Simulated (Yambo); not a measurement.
# Excitons in KF

```xyz
2
Lattice="0.0000 2.5791 2.5791 2.5791 0.0000 2.5791 2.5791 2.5791 0.0000" Properties=species:S:1:pos:R:3 pbc="T T T"
F      2.5791     2.5791     2.5791
K      0.0000     0.0000     0.0000
```

Cell and atoms were relaxed with LDA from Materials Project entry mp-463, within its symmetry.

BSE in Yambo on norm-conserving LDA (Quantum ESPRESSO, 84 Ry, without SOC) bands: 10×10×10 mesh, 3 valence and 4 conduction bands, static screening with 21 bands and a 4 Ry block, scissor 4.18 eV, Tamm-Dancoff; field along x.

```
state  energy (eV)  states within 2 meV  relative strength   class    main transitions
-----  -----------  -------------------  -----------------  ------  ------------------
1             9.13                    3               1.00  strong  several band pairs
2            10.08                    3               0.10  strong  several band pairs
3            10.11                    3             < 0.01    dark  several band pairs
4            10.17                    3             < 0.01    dark  several band pairs
5            10.21                    2             < 0.01    dark  several band pairs
6            10.33                    1             < 0.01    dark    VB−2 → CB (99 %)
7            10.42                    2             < 0.01    dark  several band pairs
8            10.43                    3             < 0.01    dark  several band pairs
9            10.44                    3               0.35  strong  several band pairs
```

These are vertical excitations (zero momentum). The direct quasiparticle gap on this mesh is 10.58 eV; counted from there, state 1 is bound by 1.45 eV. On a 8×8×8 mesh the same difference is 1.44 eV.

Spin singlets only. Strengths are relative to the strongest of the lowest states of this run; strong means a line over 3 % of the spectrum's maximum, dark under 0.03 %. Absolute energies carry the error of the G0W0 scissor, whose convergence isn't established.
